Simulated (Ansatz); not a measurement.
Zr$_{2}$Ir in space group I4/mcm (No. 140; Zr on 8h, Ir on 4a) at seven volumes, the program Ansatz at the PBEsol level (PAW), shape and atoms relaxed at each. One row is withheld.

```tsv
V (Å³/atom)	P (GPa)
17.892	16.13
18.482	?
19.072	4.58
19.662	-0.01
20.252	-3.92
20.842	-7.26
21.432	-10.29
```

Question: Fit the shown pressures and predict the withheld one.

Answer: Third-order Birch–Murnaghan: P = (3/2)B₀(x^(7/2) − x^(5/2))[1 + (3/4)(B′ − 4)(x − 1)] with x = (V₀/V)^(2/3). Least squares on the six rows gives V₀ = 19.664 Å³/atom, B₀ = 141.4 GPa, B′ = 4.00. At V = 18.482, x = 1.0422 and P = 9.92 GPa. The run itself gave 9.92 GPa.

The first step of the workflow began from a Materials Project structure, measured or hypothetical; the Crystallography Open Database copy checked does not list it. Whether it is the stable phase at ambient conditions was not checked. The cell was relaxed with PBEsol under the symmetry of its start; whether a distortion lowers the energy is not shown. No spin polarisation was allowed. Spin–orbit coupling is left out wherever it is not named.

Potentials: the later of the program's two PAW sets.
